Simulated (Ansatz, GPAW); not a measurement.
This is a calculation of TiCuNi2 for GPAW 26.7.0 (ASE script). The cell comes from a database or a generator and needn't be the stable form of this composition.

File run.py:

```python
from ase import Atoms
from ase.dft.bandgap import bandgap
from ase.io import write
from ase.units import Bohr, GPa
from gpaw import GPAW, PW, setup_paths
from gpaw.elf import elf_from_dft_calculation

setup_paths.insert(0, '.')

atoms = Atoms(['Cu', 'Ni', 'Ni', 'Ti'],
              cell=[[-1.8367805, 1.8367805, 3.574671],
                    [1.8367805, -1.8367805, 3.574671],
                    [1.8367805, 1.8367805, -3.574671]],
              scaled_positions=[[0.5, 0.5, 0.0],
                                [0.25, 0.75, 0.5],
                                [0.75, 0.25, 0.5],
                                [0.0, 0.0, 0.0]],
              pbc=True)
atoms.set_initial_magnetic_moments([0.6, 1.0, 1.0, 1.0])

calc = GPAW(mode=PW(600),
            xc='PBEsol',
            kpts={'size': (10, 10, 10), 'gamma': True},
            occupations={'name': 'fermi-dirac', 'width': 0.05},
            nbands=49,
            convergence={'density': 1e-05, 'energy': 1e-05},
            maxiter=150,
            txt='gpaw.txt')
atoms.calc = calc
energy = atoms.get_potential_energy()
forces = atoms.get_forces()
stress = atoms.get_stress()
calc.write('gs.gpw')
write('result.traj', atoms)
print(f'Energy: {energy:.6f} eV')
print('Forces (eV/A):')
print(forces.round(4))
print('Stress (GPa):', (stress / GPa).round(3))
print('Moments:', calc.get_magnetic_moments().round(3))
print('Fermi level:', round(calc.get_fermi_level(), 4), 'eV')
print(f'Gap: {bandgap(calc)[0]:.4f} eV, direct: {bandgap(calc, direct=True)[0]:.4f} eV')

# fields on the real-space grid
write('density.cube', atoms, data=calc.get_pseudo_density() * Bohr**3)
write('potential.cube', atoms, data=calc.get_electrostatic_potential())
write('spin.cube', atoms, data=(calc.get_pseudo_density(spin=0) - calc.get_pseudo_density(spin=1)) * Bohr**3)
write('elf.cube', atoms, data=elf_from_dft_calculation(calc).data)
```

Potentials or basis: PAW data sets generated in the run's folder for this functional, pw.

Launch:

```sh
$ gpaw-setup -f PBEsol Cu Ni Ti
$ OMP_NUM_THREADS=1 python run.py
```

Problem. Set up the same calculation for Ansatz 0.2.0. Potentials or basis there: all-electron LAPW, scalar-relativistic.

Solution. As run (cutoffs and basis follow the program's own potentials, and thresholds, step limits or extra output files can differ):

input.yaml

```yaml
crystal:
  lattice:
    - [-1.8367805, 1.8367805, 3.574671]
    - [1.8367805, -1.8367805, 3.574671]
    - [1.8367805, 1.8367805, -3.574671]
  atoms:
    - { symbol: Cu, position: [0.5, 0.5, 0.0], spin: 0.6 }
    - { symbol: Ni, position: [0.25, 0.75, 0.5], spin: 1.0 }
    - { symbol: Ni, position: [0.75, 0.25, 0.5], spin: 1.0 }
    - { symbol: Ti, position: [0.0, 0.0, 0.0], spin: 1.0 }
kpoints:
  mp_grid: { grid: [10, 10, 10] }
scf:
  occupations: { method: fermi_dirac, width: 0.05 }
hamiltonian:
  xc: pbesol
  pseudopotentials: { kind: all_electron, lapw: { basis_error: 0.001 } }
magnetization:
  spin_polarized: true
output:
  forces: true
  stress: true
  eigenvalues: true
  populations: true
```

Potentials or basis: all-electron LAPW, scalar-relativistic.

The run is started by

```bash
$ ansatz run input.yaml --threads 4 --pin off --max-ram 12288MiB --backend cpu --events-out ev --progress --plain --runs-dir out
```

Both were run:

|  | GPAW | Ansatz |
| --- | --- | --- |
| Pressure | -5.5 GPa | -6.7 GPa |
| Net moment | 0.00 μB per cell | 0.00 μB per cell |

Where Ansatz's input types no cutoff or centring, it takes its own default and a Γ-centred mesh.

The magnetic state is the one that the start led to; the real crystal's order can differ.

Pressure is positive in compression.
